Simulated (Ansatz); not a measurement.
Phonon spectrum of CaMg$_{2}$O$_{3}$

Computed with DFT PBE, scalar-relativistic, plane waves, PAW in Ansatz. Plane waves to 420 eV; Γ-centred k mesh 12×12×4; fixed occupations. No spin polarisation. Phonons by linear response, acoustic sum rule imposed.

The cell, relaxed at this level:
```
Ca Mg O
1.0
     3.14866    0.00000    0.00000
    -1.57433    2.72682    0.00000
     0.00000    0.00000    7.73349
Ca Mg O
1 2 3
Direct
  0.00000 0.00000 0.00000
  0.33333 0.66667 0.34362
  0.66667 0.33333 0.65638
  0.33333 0.66667 0.81168
  0.66667 0.33333 0.18832
  0.00000 0.00000 0.50000
```

The cell was found from a structure generator's guess, not taken from experiment. The q mesh is coarse, so values between its points are rough.

Force constants from linear response on a 3×3×1 q mesh.

Question: Is the structure dynamically stable on this mesh?

Answer: Yes, on this mesh: no mode is imaginary.

Question: Give the frequencies (cm⁻¹; i marks imaginary ones) at the irreducible q points, in fractions of the reciprocal vectors, the Γ row without the LO field.

Answer:
```
                q  star                                                              frequencies
0.000 0.000 0.000     1        0 0 0 171 171 194 194 294 294 309 320 320 326 326 351 378 559 586
0.000 0.333 0.000     6  166 173 210 239 247 272 303 304 321 343 343 355 359 371 403 492 501 563
0.333 0.333 0.000     2  187 244 244 291 311 311 325 325 329 348 348 350 424 424 442 455 455 466
```
